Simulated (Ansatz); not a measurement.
Input:

As:
```
As
1.0
   -3.44941     3.44941     3.44941
    3.44941    -3.44941     3.44941
    3.44941     3.44941    -3.44941
As
4
Direct
  0.00000   0.25000   0.50000
  0.25000   0.50000   0.00000
  0.50000   0.00000   0.25000
  0.25000   0.25000   0.25000
```

This is the r²SCAN-relaxed structure.

Q: All from r²SCAN in the plane-wave PAW code Ansatz, unless another level is named. Predict the bulk modulus (Birch–Murnaghan fit).

A: 31.3 GPa.

Q: Next, the elastic constants (relaxed ions, GPa)?

A: C11 = 29.3, C12 = 32.9, C44 = 0.7.

Space group I4_132. The start of the workflow was typed in or built on a structure type; neither database checked (COD, Materials Project) lists it. It is not the phase usual at ambient conditions (space group No. 166). The cell was relaxed with r²SCAN under the symmetry of its start. At this level the phase is mechanically unstable. The volume moved by 53 % from the start of the relaxation. As this level gives no gap, shear constants depend on the k-mesh and smearing (Fermi–Dirac, 0.1 eV here).

Potentials: the earlier of the program's two PAW sets.
